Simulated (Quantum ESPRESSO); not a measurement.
# Zr6TiAl: input and log of a self-consistent run

Simulated, not a measurement. The program is pw.x of Quantum ESPRESSO 7.5 (plane-wave density functional theory). The cell is made up: eight metal atoms on a hexagonal close-packed lattice, with elements, volume, strain and displacements drawn at random and not relaxed, so it may be unstable or far from any real phase. PseudoDojo standard norm-conserving files set the functional (PBE unless stated); there is no spin polarisation or spin-orbit coupling, the Fermi-Dirac width of 0.25 eV means electrons at about 2900 K, and the masses in the input are unused placeholders. A spin test at this wide smearing found no moment, but such smearing suppresses magnetism that the real alloy may have.

Input:

```
&control calculation='scf', pseudo_dir='./dojo.nc.sr.pbe.v0_5.standard.upf', outdir='./o', disk_io='minimal', tprnfor=.true., tstress=.true. /
&system ibrav=0, nat=8, ntyp=3, nbnd=62, ecutwfc=87.97787729, nosym=.true., tot_charge=0,
 occupations='smearing', smearing='fd', degauss=0.0183746611
/
&electrons conv_thr=1.470e-08, electron_maxstep=70, mixing_beta=0.5 /
ATOMIC_SPECIES
Al 1.0 Al.upf
Ti 1.0 Ti.upf
Zr 1.0 Zr.upf
CELL_PARAMETERS angstrom
3.1181 0.0317 -0.0413
1.5985 -2.6026 -4.9953
1.7082 7.9889 -5.0582
ATOMIC_POSITIONS angstrom
Zr -0.045 0.1695 0.0616
Ti 1.6206 2.5983 -5.0735
Zr 1.4928 -0.9326 -2.4834
Zr 3.2486 1.9435 -7.6441
Zr 3.129 5.4391 -5.0588
Al 3.1885 0.069 -4.9764
Zr 3.2057 1.8808 -2.4368
Zr 4.7333 4.4747 -7.5603
K_POINTS automatic
8 4 3 1 1 1
```

The log is shortened where brackets say so; the opening notice, blank lines, dates and the lines on written files are dropped, and the path of the files is cut. It prints rydbergs, bohrs and kilobars, and counts compression as positive stress. Its total energy is the free energy E - TS of the whole cell.

```
     Program PWSCF v.7.5
     Parallel version (MPI & OpenMP), running on       4 processor cores
     Number of MPI processes:                 4
     Threads/MPI process:                     1
     [start-up lines left out]
     bravais-lattice index     =            0
     lattice parameter (alat)  =       5.8932  a.u.
     unit-cell volume          =    1111.8340 (a.u.)^3
     number of atoms/cell      =            8
     number of atomic types    =            3
     number of electrons       =        87.00
     number of Kohn-Sham states=           62
     kinetic-energy cutoff     =      87.9779  Ry
     charge density cutoff     =     351.9115  Ry
     scf convergence threshold =      1.5E-08
     mixing beta               =       0.5000
     number of iterations used =            8  plain     mixing
     Exchange-correlation= PBE
                           (   1   4   3   4   0   0   0)
     [axes and pseudopotential details left out]
   Cartesian axes
     site n.     atom                  positions (alat units)
         1        Zr     tau(   1) = (  -0.0144299   0.0543525   0.0197529  )
         2        Ti     tau(   2) = (   0.5196672   0.8331798  -1.6268859  )
         3        Zr     tau(   3) = (   0.4786864  -0.2990507  -0.7963356  )
         4        Zr     tau(   4) = (   1.0417072   0.6232094  -2.4511833  )
         5        Zr     tau(   5) = (   1.0033559   1.7441204  -1.6221721  )
         6        Al     tau(   6) = (   1.0224353   0.0221258  -1.5957495  )
         7        Zr     tau(   7) = (   1.0279507   0.6031038  -0.7813926  )
         8        Zr     tau(   8) = (   1.5177962   1.4348726  -2.4243117  )
     number of k points=    48  Fermi-Dirac smearing, width (Ry)=  0.0184
                       cart. coord. in units 2pi/alat
        k(    1) = (   0.0615440   0.0112495  -0.0642037), wk =   0.0416667
        k(    2) = (   0.0648985  -0.1844650   0.0388389), wk =   0.0416667
     [further k points left out]
     Dense  grid:   123945 G-vectors     FFT dimensions: (  36,  72, 120)
     Estimated max dynamical RAM per process >     369.03 MB
     Estimated total dynamical RAM >       1.35 GB
     Initial potential from superposition of free atoms
     starting charge      86.9818, renormalised to      87.0000
     Starting wfcs are   74 randomized atomic wfcs
     total cpu time spent up to now is        7.0 secs
     per-process dynamical memory:   293.1 Mb
     Self-consistent Calculation
     iteration #  1     ecut=    87.98 Ry     beta= 0.50
     Davidson diagonalization with overlap
     ethr =  1.00E-02,  avg # of iterations =  2.4
     total cpu time spent up to now is       19.8 secs
     total energy              =    -730.00955159 Ry
     estimated scf accuracy    <       1.29671276 Ry
     iteration #  2     ecut=    87.98 Ry     beta= 0.50
     Davidson diagonalization with overlap
     ethr =  1.49E-03,  avg # of iterations =  6.1
     total cpu time spent up to now is       39.0 secs
     total energy              =    -727.21713290 Ry
     estimated scf accuracy    <      97.38037742 Ry
     iteration #  3     ecut=    87.98 Ry     beta= 0.50
     Davidson diagonalization with overlap
     ethr =  1.49E-03,  avg # of iterations =  5.4
     total cpu time spent up to now is       55.5 secs
     total energy              =    -730.72514220 Ry
     estimated scf accuracy    <       2.04790643 Ry
     iteration #  4     ecut=    87.98 Ry     beta= 0.50
     Davidson diagonalization with overlap
     ethr =  1.49E-03,  avg # of iterations =  1.8
     total cpu time spent up to now is       66.2 secs
     total energy              =    -730.82810171 Ry
     estimated scf accuracy    <       0.41269887 Ry
     iteration #  5     ecut=    87.98 Ry     beta= 0.50
     Davidson diagonalization with overlap
     ethr =  4.74E-04,  avg # of iterations =  1.9
     total cpu time spent up to now is       77.2 secs
     total energy              =    -730.84715949 Ry
     estimated scf accuracy    <       0.06286925 Ry
     [iterations 6 to 14 left out]
     iteration # 15     ecut=    87.98 Ry     beta= 0.50
     Davidson diagonalization with overlap
     ethr =  4.95E-08,  avg # of iterations =  1.0
     total cpu time spent up to now is      204.3 secs
     total energy              =    -730.85448178 Ry
     estimated scf accuracy    <       0.00000131 Ry
     iteration # 16     ecut=    87.98 Ry     beta= 0.50
     Davidson diagonalization with overlap
     ethr =  1.51E-09,  avg # of iterations =  4.9
     total cpu time spent up to now is      219.7 secs
     total energy              =    -730.85448161 Ry
     estimated scf accuracy    <       0.00000663 Ry
     iteration # 17     ecut=    87.98 Ry     beta= 0.50
     Davidson diagonalization with overlap
     ethr =  1.51E-09,  avg # of iterations =  2.0
     total cpu time spent up to now is      232.4 secs
     total energy              =    -730.85448201 Ry
     estimated scf accuracy    <       0.00000050 Ry
     iteration # 18     ecut=    87.98 Ry     beta= 0.50
     Davidson diagonalization with overlap
     ethr =  5.79E-10,  avg # of iterations =  1.6
     total cpu time spent up to now is      244.3 secs
     total energy              =    -730.85448206 Ry
     estimated scf accuracy    <       0.00000005 Ry
     iteration # 19     ecut=    87.98 Ry     beta= 0.50
     Davidson diagonalization with overlap
     ethr =  6.26E-11,  avg # of iterations =  4.6
     total cpu time spent up to now is      259.0 secs
     End of self-consistent calculation
     [lines on levels left out]
!    total energy              =    -730.85448206 Ry
     estimated scf accuracy    <          7.3E-09 Ry
     smearing contrib. (-TS)   =      -0.14329412 Ry
     internal energy E=F+TS    =    -730.71118794 Ry
     The total energy is F=E-TS. E is the sum of the following terms:
     one-electron contribution =    -181.59149010 Ry
     hartree contribution      =     126.78343473 Ry
     xc contribution           =    -140.24424908 Ry
     ewald contribution        =    -535.65888349 Ry
     convergence has been achieved in  19 iterations
     Forces acting on atoms (cartesian axes, Ry/au):
     atom    1 type  3   force =    -0.00290707   -0.00878752   -0.02286233
     atom    2 type  2   force =    -0.00039100   -0.00942584    0.01498695
     atom    3 type  3   force =     0.00759642    0.03856346   -0.01303299
     atom    4 type  3   force =    -0.00789492   -0.04230066    0.03503711
     atom    5 type  3   force =     0.00560254   -0.02730862   -0.01497052
     atom    6 type  1   force =    -0.00572840    0.04160847    0.00209857
     atom    7 type  3   force =    -0.00286567    0.00949686   -0.01889627
     atom    8 type  3   force =     0.00658811   -0.00184616    0.01763948
     Total force =     0.096432     Total SCF correction =     0.000286
     Computing stress (Cartesian axis) and pressure
          total   stress  (Ry/bohr**3)                   (kbar)     P=       72.49
   0.00038693  -0.00005774   0.00004294           56.92       -8.49        6.32
  -0.00005774   0.00054984   0.00003161           -8.49       80.88        4.65
   0.00004294   0.00003161   0.00054163            6.32        4.65       79.68
     init_run     :      6.69s CPU      6.96s WALL (       1 calls)
     electrons    :    251.34s CPU    251.97s WALL (       1 calls)
     forces       :      1.76s CPU      1.78s WALL (       1 calls)
     stress       :      5.78s CPU      5.92s WALL (       1 calls)
     [timing details left out]
     PWSCF        :   4m25.70s CPU   4m26.78s WALL
     JOB DONE.
```

In other units: free energy -9943.782 eV for the cell, pressure 7.25 GPa, largest force component 1.088 eV/Å in size. The run took 269 s of wall time with four MPI processes on a shared machine (Intel Xeon, 2023 or later, virtual cores), so the time is rough. A rerun of this cell at a higher cutoff and on a denser mesh moved values by no more than 0.004 eV in energy, 0.03 GPa in stress and 0.004 eV/Å in force, and a second program with other atomic files agreed on that cell to 2 % rms in force and 0.5 GPa in pressure.